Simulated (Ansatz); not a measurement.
An Ansatz (a program for electronic structure) input:

Ansatz 0.2 input:
```yaml
crystal:
  lattice:
    - [3.3159286298, 4.3246532497, 0.0]
    - [-3.3159286298, 4.3246532497, 0.0]
    - [-1.03560301, 0.0, 4.6102252915]
  atoms:
    - { symbol: In, position: [0.6924091877, 0.6924091877, 0.0] }
    - { symbol: In, position: [0.3075908123, 0.3075908123, 0.0] }
    - { symbol: Si, position: [0.2217174308, 0.7782825692, 0.4097686535] }
    - { symbol: Si, position: [0.7782825692, 0.2217174308, 0.5902313465] }
    - { symbol: O, position: [0.6074990836, 0.0789192745, 0.7813669888] }
    - { symbol: O, position: [0.3925009164, 0.9210807255, 0.2186330112] }
    - { symbol: O, position: [0.0789192745, 0.6074990836, 0.2186330112] }
    - { symbol: O, position: [0.9210807255, 0.3925009164, 0.7813669888] }
    - { symbol: O, position: [0.0, 0.0, 0.5] }
    - { symbol: O, position: [0.6078619852, 0.3921380148, 0.2825079222] }
    - { symbol: O, position: [0.3921380148, 0.6078619852, 0.7174920778] }
kpoints:
  mp_grid: { grid: [3, 3, 4] }
hamiltonian:
  xc: hse06
  pseudopotentials: { kind: paw }
scf:
  n_extra_bands: 11
  occupations: { method: fixed }
output:
  eigenvalues: true
  eigenstates:
    e_range: [-9.0, 12.3]
    kpoints:
      - [-0.002604, -0.002604, 0.0]  # VBM
      - [0.0, 0.0, 0.0]  # CBM
      - [0.0, 0.0, 0.0]  # GAMMA
      - [0.5, 0.5, 0.0]  # Y
      - [0.0, 0.0, 0.5]  # A
      - [0.5, 0.5, 0.5]  # M
      - [0.0, 0.5, 0.0]  # V_2
      - [0.0, 0.5, 0.5]  # L_2
```

Question: How many symmetry operations and irreducible k-points will the run report?

Answer: 4 operations, 14 of 36 k-points.

Question: With a cutoff of 420 eV, how many plane waves at Γ?

Answer: 2579.

It took around 4 core-minutes (rough) on shared server cores.

The points marked VBM and CBM come from a semilocal run.

Space group C2/m. The workflow started from a Materials Project entry (that database holds measured and hypothetical structures alike); the Crystallography Open Database files this formula in space group No. 12, but the cells were not matched. Whether it is the stable phase at ambient conditions was not checked. Symmetry was held in the PBEsol relaxation; its stability against distortions is not shown here.

Potentials: the later of the program's two PAW sets.

Ansatz is a plane-wave DFT program.
